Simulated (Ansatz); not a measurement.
Sn (beta-Sn type, space group I4_1/amd)

```yaml
crystal:
  lattice:
    - [-2.94392, 2.94392, 1.59226]
    - [2.94392, -2.94392, 1.59226]
    - [2.94392, 2.94392, -1.59226]
  atoms:
    - { symbol: Sn, position: [0.75000, 0.25000, 0.50000] }
    - { symbol: Sn, position: [0.00000, 0.00000, 0.00000] }
```

Two coordinates are scanned: the volume, and the ratio of the stretch along z (the conventional c axis) to the stretch across it. Atoms keep their fractional coordinates.

Level of theory: r2SCAN (plane waves to 500 eV, PAW, scalar-relativistic; Ansatz, a quantum-chemistry and plane-wave program). k mesh 17×17×17 (Γ-centred), Fermi-Dirac smearing 0.05 eV. Stress and pressure are positive under compression. With partly filled bands, the response to shear is sensitive to the k mesh, so small differences along c/a are uncertain. Sn was relaxed with its symmetry unable to fall. The PAW data are Ansatz's earlier set.

At one point of the scan the stress tensor (GPa) is:

```
   -1.1      0.0      0.0
    0.0     -1.1      0.0
    0.0      0.0     -0.9
```

**Question.** Which point is it?
(A) V/V₀ = 1.040, (c/a)/(c/a)₀ = 1.040
(B) V/V₀ = 1.020, (c/a)/(c/a)₀ = 0.960
(C) V/V₀ = 1.020, (c/a)/(c/a)₀ = 1.000
(D) V/V₀ = 1.020, (c/a)/(c/a)₀ = 1.040

**Answer.** C, V/V₀ = 1.020, (c/a)/(c/a)₀ = 1.000

(A scan under strain: stresses follow from slopes of the energy per volume, elastic moduli from its curvatures.)
